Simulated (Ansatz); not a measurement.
The start is a relaxed TaGe2 cell, doubled along one cell vector, shaken by Gaussian noise of σ = 0.08 Å a coordinate. The structure is fully relaxed (lattice and positions, P = 0) with r2SCAN (plane waves to 500 eV, PAW, scalar-relativistic; Ansatz, an electronic-structure program). The first steps use a coarse 7×7×5 k-mesh.

The start:
```
CELL_PARAMETERS angstrom
     -1.68923     1.68923     4.22858
      1.68923    -1.68923     4.22858
      3.37845     3.37845    -8.45715
ATOMIC_POSITIONS crystal
  Ge 0.32818 0.31680 0.98403
  Ge 0.34959 0.34710 0.52521
  Ge 0.66944 0.61641 0.99616
  Ge 0.66931 0.72051 0.52131
  Ta 0.97578 0.97207 0.96383
  Ta 0.95783 0.00194 0.49444
```

```yaml
initial_pressure: "+5 GPa (positive: the cell is compressed)"
largest_initial_force: about 3.2 eV/Å, on Ta5 (atoms numbered as listed)
energy_released: 0.17 eV/atom
Shortest distances (start → end): "The closest pairs of elements (up to four, under 3.6 Å), start → end: Ge–Ta 2.53 → 2.76 Å; Ge–Ge 2.59 → 2.77 Å; Ta–Ta 3.20 → 3.38 Å"
band_gap_at_the_end: zero (metallic)
optimiser_moves: 7
```

Final structure:

```cif
data_Ge4Ta2
_chemical_formula_sum 'Ge4 Ta2'
_space_group_name_H-M_alt 'I4/mmm'
_space_group_IT_number 139
_space_group_name_Hall '-I 4 2'
_cell_length_a 3.37750
_cell_length_b 3.37750
_cell_length_c 8.46159
_cell_angle_alpha 90.000
_cell_angle_beta 90.000
_cell_angle_gamma 90.000
loop_
_atom_site_label
_atom_site_type_symbol
_atom_site_symmetry_multiplicity
_atom_site_Wyckoff_symbol
_atom_site_fract_x
_atom_site_fract_y
_atom_site_fract_z
_atom_site_occupancy
Ge1 Ge 4 e 0.00000 0.00000 0.16381 1
Ta1 Ta 2 b 0.00000 0.00000 0.50000 1
```
(The calculation used a cell of 3 atoms; values per cell refer to that cell.)

Final values are on a 19×19×19 k-mesh of the relaxed cell. No spin polarisation in the result. The relaxed primitive cell holds an odd number of electrons. A magnetic state may lie lower.

The relaxed structure here is a generated cell of TaGe2: the first start was made by a random draw of sites in a space group, and the end was not matched to a known phase here, so it may be hypothetical.
